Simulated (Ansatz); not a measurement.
# NaAsF₆: ab initio molecular dynamics

Level of theory: DFT PBEsol, scalar-relativistic, plane waves, PAW (Ansatz 0.2.0). Settings: plane waves to 420 eV, k-mesh 2×2×2 (shifted by 0.5, 0.5, 0.5 steps), Fermi–Dirac smearing 0.069 eV. The mesh is coarse. No spin polarisation.

16 atoms, starting at 1.02 times the perfect crystal's volume (space group R-3, the cell as given, not relaxed at this level); Nosé–Hoover thermostat at 800 K, fixed cell; 43 steps of 2 fs. The run is short and not equilibrated.

First frame:

```yaml
crystal:
  lattice:
    - [5.13039, 0.00000, 0.00000]
    - [0.00000, 2.96203, -4.73847]
    - [0.00000, 5.92406, 4.73847]
  atoms:
    - { symbol: Na, position: [0.00000, 0.00000, 0.50000] }
    - { symbol: Na, position: [0.50000, 0.50000, 0.00000] }
    - { symbol: As, position: [0.00000, 0.00000, 0.00000] }
    - { symbol: As, position: [0.50000, 0.50000, 0.50000] }
    - { symbol: F, position: [0.13603, 0.99789, 0.21210] }
    - { symbol: F, position: [0.63603, 0.49789, 0.71210] }
    - { symbol: F, position: [0.22094, 0.35486, 0.56907] }
    - { symbol: F, position: [0.72094, 0.85486, 0.06907] }
    - { symbol: F, position: [0.64303, 0.21883, 0.43304] }
    - { symbol: F, position: [0.14303, 0.71883, 0.93304] }
    - { symbol: F, position: [0.86397, 0.00211, 0.78790] }
    - { symbol: F, position: [0.36397, 0.50211, 0.28790] }
    - { symbol: F, position: [0.77906, 0.64514, 0.43093] }
    - { symbol: F, position: [0.27906, 0.14514, 0.93093] }
    - { symbol: F, position: [0.35697, 0.78117, 0.56696] }
    - { symbol: F, position: [0.85697, 0.28117, 0.06696] }
```

| Item | Value |
| --- | --- |
| Mean temperature over the second half | 504 K |
| Mean pressure over the second half (kinetic part included) | 1.0 GPa |
| Mean potential energy above the perfect crystal (as given, at volume ratio 1; besides heat the difference comes from the volume, 2 % larger, and the crystal's own forces of up to 0.12 eV/Å and pressure of 2.1 GPa; its own run had another smearing, without effect beside its gap) | 44 meV/atom |
| Drift of the conserved energy over the run | 0.21 meV/atom |
| Mean-square drift of As from first to last step (mean shift of all atoms removed) | 0.13 Å² |
| Mean-square drift of F from first to last step (mean shift of all atoms removed) | 0.18 Å² |
| Mean-square drift of Na from first to last step (mean shift of all atoms removed) | 0.15 Å² |

Pair distribution functions g(r), second half of the run, up to half the cell's height:

```tsv
r (Å)	As-F	F-F	F-Na
1.55	0.0	0.0	0.0
1.65	1.7	0.0	0.0
1.75	24.3	0.0	0.0
1.85	2.0	0.0	0.0
1.95	0.0	0.0	0.0
2.05	0.0	0.0	0.0
2.15	0.0	0.0	2.0
2.25	0.0	0.0	3.7
2.35	0.0	1.6	3.5
2.45	0.0	4.8	5.2
```

Along the run (potential energy from its first value; pressure with the kinetic part):

```csv
t (fs),T (K),ΔE_pot (meV/atom),P (GPa)
0.0,800,0.0,0.9
2.0,783,2.1,0.4
4.0,745,6.7,0.1
6.0,692,13.3,-0.2
8.0,629,20.9,-0.4
10.0,565,28.8,-0.4
12.0,504,36.3,-0.4
14.0,450,42.8,-0.3
16.0,408,48.0,-0.1
18.0,379,51.6,0.1
20.0,364,53.5,0.4
22.0,361,54.0,0.7
24.0,369,53.1,1.1
26.0,386,51.2,1.5
28.0,409,48.5,1.9
30.0,436,45.5,2.4
32.0,464,42.4,2.8
34.0,491,39.3,3.1
36.0,518,36.4,3.4
38.0,542,33.9,3.6
40.0,564,31.6,3.6
42.0,584,29.6,3.5
44.0,602,27.9,3.2
46.0,616,26.6,2.8
48.0,626,26.0,2.3
50.0,627,26.3,1.8
52.0,618,28.0,1.2
54.0,596,31.2,0.7
56.0,565,35.6,0.3
58.0,527,40.8,-0.1
60.0,486,46.2,-0.3
62.0,448,51.4,-0.5
64.0,417,55.7,-0.5
66.0,395,58.8,-0.4
68.0,385,60.5,-0.3
70.0,386,60.8,-0.1
72.0,397,60.0,0.2
74.0,415,58.4,0.5
76.0,437,56.2,0.9
78.0,462,53.9,1.3
80.0,486,51.7,1.8
82.0,510,49.5,2.2
84.0,535,47.4,2.5
86.0,559,45.2,2.8
```